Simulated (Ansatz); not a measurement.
**Lattice energy of solid C2H6O**

All numbers below come from Ansatz, DFT PBE+D3(BJ), scalar-relativistic, plane waves, PAW.

Settings: cutoff 420 eV, Γ-centred mesh 4×4×4 on the computed 36-atom cell, Gaussian smearing of 0.02 eV; no spin polarisation.

The relaxed primitive cell holds 4 C2H6O (symmetry kept; residual pressure -0.01 GPa). Each molecule is also computed alone in a box with 9 Å or more between images, first as cut from the crystal, then relaxed.

```
H C O
1.0
     5.40379    0.00000    0.02141
     0.00000    6.85188    0.00000
    -1.72089    0.00000    7.93221
H C O
24 8 4
Cartesian
  4.8386 0.0802 1.4290
  3.9782 6.7717 5.3951
  4.1852 1.0771 3.4742
  3.3247 5.7748 7.4403
  1.8678 0.8329 3.5233
  1.0074 6.0190 7.4894
  2.3429 2.5425 3.5812
  1.4825 4.3093 7.5473
  2.1427 2.5304 6.0733
  3.0031 4.3215 2.1072
  1.7170 0.8014 6.0398
  2.5774 6.0505 2.0737
  0.6187 1.9880 5.3181
  1.4791 4.8639 1.3520
  -0.1915 2.8942 1.8350
  -1.0520 3.9577 5.8011
  4.3317 2.1529 0.5118
  3.4712 4.6989 4.4779
  -0.6589 1.0744 7.6164
  0.2016 5.7775 3.6503
  1.9421 1.8273 1.0369
  1.0817 5.0246 5.0030
  -0.5069 2.8401 7.7006
  0.3535 4.0117 3.7345
  -0.2110 2.0214 1.1679
  -1.0714 4.8304 5.1340
  2.3781 1.5909 4.1397
  3.2385 5.2610 0.1736
  1.6756 1.7395 5.4711
  2.5360 5.1123 1.5050
  1.0771 1.9313 0.3691
  0.2167 4.9206 4.3352
  -0.4143 0.8733 2.0020
  -1.2747 5.9786 5.9681
  3.7484 1.2219 4.3627
  4.6088 5.6300 0.3966
```

The lattice energy is -0.637 eV (-61.4 kJ/mol) a molecule against the relaxed free molecules, without zero-point or thermal terms. Free molecules keep the site symmetry that they have in the crystal, and one conformer stands for all of a formula. The molecules are strained by 0.030 eV each in the crystal, which takes 73.5 Å³ a molecule. The gap on the mesh is 5.75 eV in the crystal and 5.49 eV between the free molecule's highest filled and lowest empty level.

The start is a cell measured at 87 K (doi:10.1107/S0567740876002653), with 74.64 Å³ a molecule; a static calculation leaves out thermal expansion, so the difference isn't the functional's error alone.

Cost: 3 runs of about 11 core-minutes in all, on Arm Neoverse V1 (shared hosts).